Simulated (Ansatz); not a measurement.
TaAs in space group I4_1md (No. 109; Ta on 4a, As on 4a), the program Ansatz at the PBE level (PAW), all energies at zero smearing, with the estimated change up to a 700 eV cutoff added, with one set of potentials and settings (totals compare only within such a set). Cell of 4 atoms (2 Ta, 2 As): -29580.939 eV.

```tsv
element	reference phase	E (eV/atom)
Ta	Im-3m, 1 atoms in the cell	-9933.2341
As	R-3m, 2 atoms in the cell	-4856.1443
```

Formation energy per atom, worked out: (-29580.939 − 2×(-9933.2341) − 2×(-4856.1443))/4 = -0.545 eV/atom (-53 kJ per mol of atoms), at 0 K, without zero-point energy or fitted corrections.

Symmetry was held in the PBE relaxation. No spin polarisation was allowed. The references are the lowest solids computed at this level, not always the standard phases. Spin–orbit coupling is left out wherever it is not named.

Potentials: the earlier of the program's two PAW sets.
